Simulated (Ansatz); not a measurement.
SiRu:
```
CELL_PARAMETERS angstrom
      4.68995     0.00000     0.00000
      0.00000     4.68995     0.00000
      0.00000     0.00000     4.68995
ATOMIC_POSITIONS crystal
  Si 0.16172 0.33828 0.66172
  Si 0.33828 0.66172 0.16172
  Si 0.66172 0.16172 0.33828
  Si 0.83828 0.83828 0.83828
  Ru 0.86890 0.63110 0.36890
  Ru 0.63110 0.36890 0.86890
  Ru 0.36890 0.86890 0.63110
  Ru 0.13110 0.13110 0.13110
```

DFT-PBEsol in the program Ansatz with PAW potentials gives a gap of 0.22 eV without spin–orbit coupling, maximum on the Γ–X line, 44 % of the way from Γ, minimum off the standard path, at k = (0.000, 0.247, 0.286).

Q: What happens when spin–orbit coupling is switched on?

A: The gap shrinks by 0.06 eV, to 0.16 eV; maximum on the Γ–X line, 43 % of the way from Γ, minimum off the standard path, at k = (0.000, 0.310, 0.224).

Space group P2_13. The cell was relaxed with PBEsol under the symmetry of its start. No spin polarisation was allowed.

Potentials: the earlier of the program's two PAW sets.
